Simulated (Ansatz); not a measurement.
Ansatz (a program for electronic structure) input:

Ansatz 0.2 input:
```yaml
crystal:
  lattice:
    - [0.0, 2.9727005166, 2.9727005166]
    - [2.9727005166, 0.0, 2.9727005166]
    - [2.9727005166, 2.9727005166, 0.0]
  atoms:
    - { symbol: Pb, position: [0.0, 0.0, 0.0] }
    - { symbol: F, position: [0.25, 0.25, 0.25] }
    - { symbol: F, position: [0.75, 0.75, 0.75] }
kpoints:
  mp_grid: { grid: [8, 8, 8] }
hamiltonian:
  xc: r2scan
  dispersion: d4
  pseudopotentials: { kind: paw }
scf:
  occupations: { method: fixed }
phonons:
  method: dfpt
  response_accuracy: low
  eigenvectors: true
  rigid_motions: translations
  dielectric: true
  raman: true
```

Output (shortened):

```
Pseudopotential: Pb, paw, valence charge 14
Pseudopotential: F, paw, valence charge 7
Functional definition: r2SCAN
Crystal: 3 atoms, lattice volume = 52.539 Å³
Basis set: ecut = 500 eV, 1363 PW (Γ), exchange–correlation on 160×160×160 points (125 copies of the dense FFT grid, shifted against one another)
Bands: 18, of which v1, the nominal top of the filled ones, is band 14 counted from 1 (13 counted from 0)
Symmetry: 48 space group operations
k-points: 95 of 512 (irreducible under 4 space group operations, time reversal used)
SCF iter   1: F=—  HF=-13542.408254 eV  |F-HF|=—  |Δ(HF+E_count)|=         —  Δρ=9.33e-3  dr2=4.17e-2  dr2_τ=5.56e-2  ethr=1.77e-3  ⟨swp⟩=5.0  Hψ=7367  notcnv=0  defer=159
preconditioner: auto → none
SCF iter   2: F=—  HF=-13542.437554 eV  |F-HF|=—  |Δ(HF+E_count)|=   2.93e-2  Δρ=5.59e-3  dr2=5.65e-3  dr2_τ=1.46e-3  ethr=1.49e-4  ⟨swp⟩=2.0  Hψ=4032  notcnv=0  defer=148
SCF iter   3: F=—  HF=-13542.436392 eV  |F-HF|=—  |Δ(HF+E_count)|=   1.16e-3  Δρ=1.51e-3  dr2=8.91e-4  dr2_τ=1.01e-4  ethr=2.02e-5  ⟨swp⟩=2.8  Hψ=3354  notcnv=0  defer=173
SCF iter   4: F=—  HF=-13542.436203 eV  |F-HF|=—  |Δ(HF+E_count)|=   1.88e-4  Δρ=5.58e-4  dr2=5.71e-5  dr2_τ=1.24e-5  ethr=3.18e-6  ⟨swp⟩=2.3  Hψ=2228  notcnv=0  defer=173
SCF iter   5: F=—  HF=-13542.436197 eV  |F-HF|=—  |Δ(HF+E_count)|=   6.25e-6  Δρ=9.37e-5  dr2=1.42e-6  dr2_τ=3.32e-7  ethr=2.04e-7  ⟨swp⟩=2.0  Hψ=2186  notcnv=0  defer=83
SCF iter   6: F=—  HF=-13542.436197 eV  |F-HF|=—  |Δ(HF+E_count)|=   1.27e-7  Δρ=1.88e-5  dr2=1.72e-7  dr2_τ=8.04e-9  ethr=5.07e-9  ⟨swp⟩=2.0  Hψ=2850  notcnv=0  defer=29
SCF iter   7: F=—  HF=-13542.436197 eV  |F-HF|=—  |Δ(HF+E_count)|=   1.34e-8  Δρ=2.85e-6  dr2=3.79e-9  dr2_τ=1.62e-10  ethr=6.16e-10  ⟨swp⟩=2.6  Hψ=2681  notcnv=0  defer=29
SCF iter   8: F=-13542.436197 eV  HF=-13542.436197 eV  |F-HF|=9.09e-12  |Δ(HF+E_count)|=  5.13e-10  Δρ=1.03e-7  dr2=2.85e-12  dr2_τ=4.32e-13  ethr=1.00e-12  ⟨swp⟩=6.9  Hψ=10899  notcnv=0
SCF 1 converged in 8 iterations: F = -13542.436197 eV  dr2 = 2.85e-12
DFPT response loops at Γ: preconditioner auto → none (the input reference at scf.mixing.eps_inf says where Resta's filter doesn't serve); β = 0.50 …
── the response to a field inside a basis, on 8×8×8 k-points: an SCF that follows is theirs, and a resumed run solves both again ──
Crystal: 3 atoms, lattice volume = 52.539 Å³
Bands: 15, of which v1, the nominal top of the filled ones, is band 14 counted from 1 (13 counted from 0)
k-points: 60 of 512 (irreducible under 12 space group operations)
SCF iter   1: F=—  HF=-13542.435909 eV  |F-HF|=—  |Δ(HF+E_count)|=         —  Δρ=1.93e-4  dr2=5.32e-6  dr2_τ=9.67e-6  ethr=1.00e-1
preconditioner: auto → none
SCF iter   2: F=—  HF=-13542.435927 eV  |F-HF|=—  |Δ(HF+E_count)|=   1.75e-5  Δρ=9.83e-5  dr2=1.22e-6  dr2_τ=1.31e-6  ethr=1.90e-8
SCF iter   3: F=—  HF=-13542.435933 eV  |F-HF|=—  |Δ(HF+E_count)|=   5.64e-6  Δρ=5.30e-5  dr2=4.70e-7  dr2_τ=3.44e-7  ethr=4.35e-9
SCF iter   4: F=—  HF=-13542.435935 eV  |F-HF|=—  |Δ(HF+E_count)|=   2.92e-6  Δρ=2.76e-6  dr2=1.21e-9  dr2_τ=4.44e-10  ethr=1.68e-9
SCF iter   5: F=—  HF=-13542.435936 eV  |F-HF|=—  |Δ(HF+E_count)|=   3.64e-8  Δρ=1.18e-6  dr2=1.45e-10  dr2_τ=1.05e-10  ethr=4.33e-12
SCF iter   6: F=-13542.435936 eV  HF=-13542.435936 eV  |F-HF|=1.82e-12  |Δ(HF+E_count)|=   1.92e-8  Δρ=4.53e-8  dr2=4.77e-13  dr2_τ=7.96e-14  ethr=1.00e-12
SCF 1 converged in 6 iterations: F = -13542.435936 eV  dr2 = 4.77e-13
DFPT response loops at Γ: mixed as the last ones told, above
DFPT response loops at Γ: mixed as the last ones told, above
DFPT response loops at Γ: mixed as the last ones told, above
SCF converged after 8 iterations
Free energy (F): -13542.436197 eV
Harris-Foulkes:  -13542.436197 eV  (|F-HF|=9.09e-12)
Internal energy: -13542.436197 eV  (E = F + TS)
E sigma→0 (E₀):  -13542.436197 eV
Fermi energy:    4.506571 eV
--- Per-component energies (eV) ---
  E_band       = -148.164664
  E_kinetic    = 700.817125
  E_local      = -2269.720543  (includes V_loc(G=0)·N_el)
  E_nonlocal   = 496.451218
  E_hartree    = 874.192825
  E_xc         = -368.432534
  E_vxc        = -379.098695  (∫ρ·V_xc dr)
  E_paw        = -10834.083459  (= ΣΔE_a)
  E_vpaw       = -472.530480  (= ΣTr[D̂ρ^β])
  E_aug_tail   = 0.001971  (compensation charges beyond the density's cutoff)
  E_vtau       = 27.529152  (kinetic-family band-sum trace: ∫τ·v_τ [+ j·A + Jᵃ·Aᵃ] dr)
  E_ewald      = -2142.365499
  E_disp       = -0.200020  (pairwise vdW)
  E_core_change = 0.902719  (= ΣΔE_core)
  E_smearing   =  0.000000  (= −TS)
  E_closure    = 0.000000  (closes the sum)
  Σ components = -13542.436197   (vs F -13542.436197, Δ=0.00e0)
  [band-id]    e_kinetic+e_local+e_nonlocal+2·e_hartree+e_vxc+e_vpaw+e_augmentation_tail+e_vtau = -148.164603   (vs E_band -148.164664, Δ=6.07e-5)
--- Band table (eV; the first three rows and the last of 95) ---
  k-point 0: bands = ["-17.8152", "-17.2451", "-10.3910", "-10.3910", "-10.3910", "-10.3518", "-10.3518", "-0.0103", "1.9062", "1.9062", "1.9062", "2.4118", "2.4118", "2.4118", "11.8030", "11.8030", "11.8030", "15.1788"]
  k-point 1: bands = ["-17.7879", "-17.2695", "-10.3853", "-10.3853", "-10.3619", "-10.3515", "-10.3515", "-0.3043", "1.7929", "1.8802", "1.8802", "2.3856", "2.3856", "2.8476", "11.1918", "11.9322", "11.9322", "16.1564"]
  k-point 2: bands = ["-17.7157", "-17.3337", "-10.3791", "-10.3791", "-10.3433", "-10.3433", "-10.2929", "-0.8281", "1.6263", "1.8190", "1.8190", "2.3223", "2.3223", "3.6021", "10.4035", "12.2505", "12.2505", "17.5471"]
  k-point 94: bands = ["-17.5094", "-17.5094", "-10.3713", "-10.3428", "-10.3082", "-10.2466", "-10.2466", "-1.8400", "0.7100", "1.7370", "1.7370", "2.7565", "2.8786", "4.5066", "11.0703", "11.0703", "12.3612", "14.9682"]
--- Phonons (Γ-DFPT): 2 representative perturbations + reference, on 95 of 512 k-points (Σ response iterations 12) ---
  ASR residual: 2.977e-4 → 0.000e0 eV/Å²; symmetrization residual: 1.228e-5 eV/Å²
  pairwise dispersion correction: d4 (s6 = 1.0, s8 = 0.6018749, s9 = 1.0, a1 = 0.51559235, a2_bohr = 5.77342911), with the weights of each atom's references …
  ASR residual per site (eV/Å²): 1.35e-4 2.98e-4 2.98e-4
  Γ frequencies (cm⁻¹): 0.00 0.00 0.00 96.97 96.97 96.97 244.71 244.71 244.71
  ε∞ (high-frequency dielectric tensor):
        3.161657     0.000000     0.000000
        0.000000     3.161657     0.000000
        0.000000     0.000000     3.161657
  ε⁰ (static dielectric tensor: ions relaxed, cell fixed):
       35.020477     0.000000     0.000000
        0.000000    35.020477     0.000000
        0.000000     0.000000    35.020477
  ε⁰ − ε∞ (ionic part):
       31.858820     0.000000     0.000000
        0.000000    31.858820     0.000000
        0.000000     0.000000    31.858820
  softest optical mode at Γ: 96.97 cm⁻¹; the repairs (sum rule, projections) moved no ω² at Γ by more than (2.42 cm⁻¹)²
  Born effective charges Z* (e; rows j = field, columns β = displacement):
    site 0:
         3.20482    0.00000    0.00000
         0.00000    3.20482    0.00000
         0.00000    0.00000    3.20482
    site 1:
        -1.60241    0.00000    0.00000
         0.00000   -1.60241    0.00000
         0.00000    0.00000   -1.60241
    site 2:
        -1.60241    0.00000    0.00000
         0.00000   -1.60241    0.00000
         0.00000    0.00000   -1.60241
  Z* charge neutrality: 6.291e-5 e pre-enforcement
  k-mesh period / interband length: 33.6 Å / 1.19 Å = 28.23 at k = (0.0000, -0.5000, -0.5000), direct gap 5.076 eV — 14 or more, which is no proof of convergence
  Raman tensors (in the event stream and the table raman_tensors.tsv) …
  optical modes at Γ without the LO–TO term, one row a degenerate level:
      ω (cm⁻¹)  modes    IR ((D/Å)²/amu)  static Raman (Å⁴/amu)  depolarisation
         96.97      3            22.1396                 0.0000               —
        244.71      3             0.0000                10.7687           0.750
  optical modes at Γ + LO–TO along q̂ = [1.0000, 0.0000, 0.0000]:
      ω (cm⁻¹)  modes    IR ((D/Å)²/amu)  static Raman (Å⁴/amu)  depolarisation
         96.97      2            14.7597                 0.0000               —
        244.71      3             0.0000                10.7687           0.750
        322.74      1             7.3799                 0.0000               —
  optical modes at Γ + LO–TO along q̂ = [0.0000, 1.0000, 0.0000]:
      ω (cm⁻¹)  modes    IR ((D/Å)²/amu)  static Raman (Å⁴/amu)  depolarisation
         96.97      2            14.7597                 0.0000               —
        244.71      3             0.0000                10.7687           0.750
        322.74      1             7.3799                 0.0000               —
  optical modes at Γ + LO–TO along q̂ = [0.0000, 0.0000, 1.0000]:
      ω (cm⁻¹)  modes    IR ((D/Å)²/amu)  static Raman (Å⁴/amu)  depolarisation
         96.97      2            14.7597                 0.0000               —
        244.71      3             0.0000                10.7687           0.750
        322.74      1             7.3799                 0.0000               —
```

Cost: very roughly 10 core-minutes on shared cores.

Space group Fm-3m (fluorite). The r²SCAN+D4 relaxation kept the symmetry of its start; phonons on a q-mesh show no instability. Spin–orbit coupling is left out wherever it is not named.

Potentials: the later of the program's two PAW sets.

Ansatz is a plane-wave DFT program.
